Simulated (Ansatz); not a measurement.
**Zn: energy along a strain**

Zn, P6_3/mmc, a = 2.665 Å, c = 4.947 Å (as given, not relaxed at this level: -5.4 GPa). Ansatz: PBEsol, PAW, 420 eV, Γ-centred 24×24×10 mesh on 2 atoms, Gaussian smearing 0.15 eV; no spin polarisation. Cell vectors (Å): 2.665 0.000 0.000; -1.332 2.308 0.000; 0.000 0.000 4.947. The cell is strained by x per cent times the pattern (0 1 0 0 0 0) in the order xx yy zz yz xz xy (engineering shears), with fractional coordinates held. y is the free energy over the start, V0 = 15.211 Å³/atom.

| x (%) | y (meV/atom) |
| --- | --- |
| -6.00 | -3.77 |
| -4.50 | -9.62 |
| -3.00 | ? |
| -1.50 | -7.35 |
| 0.00 | 0.00 |
| 1.50 | 10.50 |
| 3.00 | 22.85 |
| 4.50 | 36.10 |
| 5.25 | 42.98 |
| 6.00 | 50.03 |

Problem. Fit y = c1 x + c2 x² + c3 x³ to the other rows, get the stiffness along the pattern, and predict the missing energy.

Solution. Least squares on the rows shown. y = 5.9691 x + 0.64524 x² − 0.041733 x³. The clamped-ion stiffness p·C·p = 2 × 6.452 eV × 160.2 / 15.211 Å³ = 136 GPa, which is C22 in these axes (second derivative at the start, which stands under stress). With a term in x⁴ added, the coefficient of x² becomes 0.6719, 4 % more, which shows how far this figure hangs on the form. At x = -3.00 the fit asked for gives -10.97 meV/atom. The run gave -10.70 meV/atom, so the fit is 0.27 meV/atom too low, within twice the rms miss on the fitted rows (0.20 meV/atom).